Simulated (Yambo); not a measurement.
BaTiO3 (cubic perovskite, space group Pm-3m, No. 221), G0W0@LDA in Yambo (4×4×4 mesh, plasmon pole; 8 Ry block, no terminator). The number N of bands in W and G is varied.

| N | x = 1/N | gap R → Γ (eV) | shift of the valence edge (eV) |
|---|---|---|---|
| 51 | 0.01961 | 3.446 | 0.334 |
| 72 | 0.01389 | 3.406 | 0.166 |
| 96 | 0.01042 | 3.356 | 0.044 |
| 125 | 0.00800 | ? | ? |

### Question
Basis-set arguments suggest E = E∞ + A x. Fix A and E∞ from the two rows above the withheld one, predict the row at 125 bands, and test the form.

### Answer
Gap: A = (3.356 − (3.406))/(0.01042 − 0.01389) = 14.4, E∞ = 3.206 eV, so 3.321 eV is predicted; the run gave 3.331 eV (miss 10 meV). The first two rows have slope 6.99, so the form doesn't hold yet over the whole range. Shift: A = (0.044 − (0.166))/(0.01042 − 0.01389) = 35.2, E∞ = -0.322 eV, so -0.041 eV is predicted; the run gave -0.062 eV (miss 21 meV). The first two rows have slope 29.4, so the form doesn't hold yet over the whole range. The other settings are held fixed.

Geometry of the Materials Project entry, not relaxed at this level; primitive cell a = b = c = 4.0077 Å, α = β = γ = 90.00°.

This is not the ordinary phase of the substance.

A shift is the quasiparticle energy of the state minus its LDA energy.
